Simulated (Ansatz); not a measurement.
Here is the system:

GaP:
```cif
data_GaP
_chemical_formula_sum 'P1 Ga1'
_space_group_name_H-M_alt 'P 1'
_space_group_IT_number 1
_cell_length_a 3.89332
_cell_length_b 3.89332
_cell_length_c 3.89332
_cell_angle_alpha 60.000
_cell_angle_beta 60.000
_cell_angle_gamma 60.000
loop_
_space_group_symop_operation_xyz
  'x, y, z'
loop_
_atom_site_label
_atom_site_type_symbol
_atom_site_fract_x
_atom_site_fract_y
_atom_site_fract_z
_atom_site_occupancy
P1 P 0.75000 0.75000 0.75000 1
Ga1 Ga 0.00000 0.00000 0.00000 1
```

This is the PBE-relaxed structure.

### Question
All from PBE in the plane-wave PAW code Ansatz, unless another level is named. Estimate the hole effective mass, band 3 of 3 at the edge.

### Answer
0.098 along [100], 0.081 along [110], 0.076 along [111] (mₑ).

### Question
Give the electron effective mass with spin–orbit coupling.

### Answer
0.10 mₑ (isotropic).

### Question
And the band gap?

### Answer
1.58 eV (direct).

### Question
And the hole effective mass with spin–orbit coupling, band 1 of 2 at the edge?

### Answer
0.39 along [100], 0.72 along [110], 0.93 along [111] (mₑ).

### Question
What about the HSE06 gap on the PBE cell?

### Answer
2.35 eV.

### Question
And the weight of the valence-edge state by species (Voronoi cells)?

### Answer
P 77 %, Ga 23 %.

Space group F-43m (zinc blende). The cell was relaxed with PBE under the symmetry of its start; phonons on a q-mesh show no instability. Spin–orbit coupling is left out wherever it is not named.

Potentials: the later of the program's two PAW sets.
